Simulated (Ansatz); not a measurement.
TiAl in space group P-6m2 (No. 187; Ti on 1a, Al on 1d) under volume change, plane-wave PAW PBEsol (Ansatz code), shape and atoms relaxed at each volume.

```json
[
 {"V (Å³/atom)": "14.773", "E − E(relaxed) (meV/atom)": "(withheld)", "P (GPa)": "(withheld)"},
 {"V (Å³/atom)": "15.260", "E − E(relaxed) (meV/atom)": "22.0", "P (GPa)": "7.61"},
 {"V (Å³/atom)": "15.747", "E − E(relaxed) (meV/atom)": "5.2", "P (GPa)": "3.53"},
 {"V (Å³/atom)": "16.234", "E − E(relaxed) (meV/atom)": "0.0", "P (GPa)": "-0.01"},
 {"V (Å³/atom)": "16.721", "E − E(relaxed) (meV/atom)": "4.8", "P (GPa)": "-3.09"},
 {"V (Å³/atom)": "17.208", "E − E(relaxed) (meV/atom)": "18.4", "P (GPa)": "-5.77"},
 {"V (Å³/atom)": "17.695", "E − E(relaxed) (meV/atom)": "(withheld)", "P (GPa)": "(withheld)"}
]
```

### Question
What belongs in the gaps?

### Answer

- 14.773, E − E(relaxed) (meV/atom): 52.1
- 14.773, P (GPa): 12.29
- 17.695, E − E(relaxed) (meV/atom): 39.6
- 17.695, P (GPa): -8.10

### Question
What does a third-order Birch–Murnaghan fit give for V₀, B₀ and B′?

### Answer
V₀ = 16.23 Å³/atom, B₀ = 110 GPa, B′ = 3.6.

The workflow started from a Materials Project entry (that database holds measured and hypothetical structures alike); the Crystallography Open Database copy checked does not list it. With Ti and Al taken as one species the cell has the higher symmetry P6_3/mmc, so it may be an ordered model of a mixed-site phase. It is not the phase usual at ambient conditions (space group No. 123). The cell was relaxed with PBEsol under the symmetry of its start; of distortions, only those at the zone centre were tested. The run is not spin-polarised.

Potentials: the later of the program's two PAW sets.
